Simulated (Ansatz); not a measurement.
Structure: FeFBr as a Janus 2H monolayer, at its r2SCAN minimum. In-plane lattice: a = 3.279 Å, b = 3.279 Å, γ = 120.0°; thickness between the outer nuclei 2.59 Å. Fe has 3 F at 2.26 Å and 3 Br at 2.33 Å; F has 3 Fe at 2.26 Å; Br has 3 Fe at 2.33 Å.

3 runs of Ansatz on this cell differ in the functional (and in the settings that go with it). Levels are in eV from each run's valence top; v1 is the last filled band, c1 the first empty one.

Run A, mean stress +0.2 N/m (compression positive):
```tsv
point	v5	v3	v1	c1	c2	c3
Γ	-3.36	-0.77	-0.33	0.69	0.69	2.63
M	-3.76	-1.26	-0.10	0.38	0.72	4.40
K	-4.05	-0.93	0.00	0.53	0.73	5.46
```

Run B, mean stress -4.1 N/m (compression positive):
```tsv
point	v5	v3	v1	c1	c2	c3
Γ	-3.38	-0.69	-0.34	0.64	0.64	2.62
M	-3.79	-1.23	-0.12	0.29	0.67	4.31
K	-4.10	-0.98	0.00	0.48	0.64	5.39
```

Run C, mean stress +1.5 N/m (compression positive):
```tsv
point	v5	v3	v1	c1	c2	c3
Γ	-2.04	-1.00	-0.05	3.87	3.87	5.19
M	-3.14	-1.39	-0.03	3.67	4.04	7.01
K	-3.40	-1.08	-0.01	3.46	4.18	7.95
```

Q: Match the runs to LDA, PBE, HSE06.

A: A is PBE, B is LDA, C is HSE06. In order of the gap: LDA 0.17, PBE 0.22, HSE06 3.35 eV.

The cell comes from a prototype generator: it can be a known phase or a hypothetical one. Spin polarisation is off.

Spin-orbit coupling is left out.

The program warns that its thresholds are loose for a hybrid's stress.

The meshes of the hybrids are coarse, so their gaps aren't converged to the digits shown.

For some runs the program warns that the potential is rough where the density is thin, which bears on empty states near the vacuum.
